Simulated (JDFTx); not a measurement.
System: WC(1 1 -2 0) (P-6m2 bulk; lattice of mp-1894, not re-optimised at this level), 1x1 cell of 12 atoms in 6 planes (C/W outermost, slab composition W6C6), area 14.34 Å² a face, 7.1 Å between the outermost planes in a cell 23.3 Å high; k mesh 8×4×1, Fermi width 0.01 Ha, no spin polarisation. Whether this polymorph is the ambient one wasn't checked.

Method: PBE, GBRV ultrasoft potentials, plane waves to 20/100 Ha, in JDFTx (a modified build). Liquid on both sides: CANDLE, water, 1 M NaCl; nuclei fixed, outer atoms relaxed in vacuum. SHE scale: U = −μ/e − 4.44 V, by convention. Ideal, unreconstructed faces without any overlayer. At negative charge CANDLE's numbers also depend on the cell height, by up to tenths of a volt. Convergence in thickness and k mesh wasn't tested for this slab.

Farther out the cavity gives way and the charge runs off; such runs are left out, and the outermost points shown may already feel it.

```csv
U (V vs SHE),μ (eV),excess electrons per cell,"σ (μC/cm², per face)",run
-1.05,-3.39,0.727,-40.6,fixed potential
-0.85,-3.59,0.622,-34.8,fixed potential
-0.24,-4.20,0.072,-4.0,fixed charge
-0.16,-4.28,0.000,0.0,neutral
0.75,-5.19,[?],[?],fixed potential
```

Task: Fill in the missing entries, row by row.

Result: 
- 0.75, excess electrons per cell: -0.399
- 0.75, σ (μC/cm², per face): 22.3
